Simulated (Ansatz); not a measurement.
Y: strain energy, fitted

Y, P6_3/mmc, a = 3.598 Å, c = 5.586 Å. Ansatz: PBEsol, PAW, 420 eV, Γ-centred 18×18×10 mesh on 2 atoms, Gaussian smearing 0.10 eV; no spin polarisation. Series: biaxial strain in the a-b plane, c and atoms relaxed; x is the strain in per cent. y is the free energy over the unstrained cell, V0 = 31.303 Å³/atom.

| x (%) | y (meV/atom) |
| --- | --- |
| -3.0 | ? |
| -2.0 | 7.01 |
| -1.0 | 1.81 |
| 0.0 | 0.00 |
| 1.0 | 1.64 |
| 2.0 | 6.74 |
| 3.0 | 15.24 |

Q: Fit y = c2 x² + c3 x³ to the other rows, turn c2 into a modulus, and predict the missing energy.

A: Least squares on the rows shown. y = 1.7265 x² − 0.012104 x³. In eV per unit strain² c2 is 17.27; M is the biaxial modulus (E = M V0 ε²): 17.27 × 160.2 / (31.303) = 88 GPa. The unstrained cell keeps some stress along the strain, worth a slope of -0.12 meV/atom per %, which the form leaves out. At x = -3.0 the fit asked for gives 15.87 meV/atom. The run gave 15.56 meV/atom, so the fit is 0.31 meV/atom too high, 2 % of the span of the series, against an rms of 0.06 meV/atom on the fitted rows. The row lies outside the fitted range. With a term in x⁴ added, a fit to the same known rows predicts 16.18 meV/atom, further off still.